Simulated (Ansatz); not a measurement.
SnSeS:
```
SnSeS
1.0
    3.74628     0.00000     0.00000
   -1.87314     3.24437     0.00000
    0.00000     0.00000     6.14536
Sn Se S
1 1 1
Cartesian
  0.00000   2.16292   0.04794
  0.00000   0.00000   4.60362
  1.87314   1.08146   1.49381
```

r²SCAN+D4 in the plane-wave PAW code Ansatz gives a gap of 1.24 eV without spin–orbit coupling, maximum off the standard path, at k = (-0.094, 0.094, 0.229) in fractions of the reciprocal vectors, minimum off the standard path, at k = (0.000, 0.464, 0.336) in fractions of the reciprocal vectors.

**Question.** What happens when spin–orbit coupling is switched on?

**Answer.** The gap drops by 0.12 eV, to 1.12 eV; maximum at A, minimum off the standard path, at k = (0.000, 0.461, 0.339) in fractions of the reciprocal vectors.

Space group P3m1. The first step of the workflow began from a Materials Project structure, measured or hypothetical; the Crystallography Open Database copy checked does not list it. With Se and S taken as one species the cell has the higher symmetry P-3m1, so it may be an ordered model of a mixed-site phase. Whether it is the stable phase at ambient conditions was not checked. The cell was relaxed with r²SCAN+D4 under the symmetry of its start; its stability against distortions is not shown here.

Potentials: the later of the program's two PAW sets.
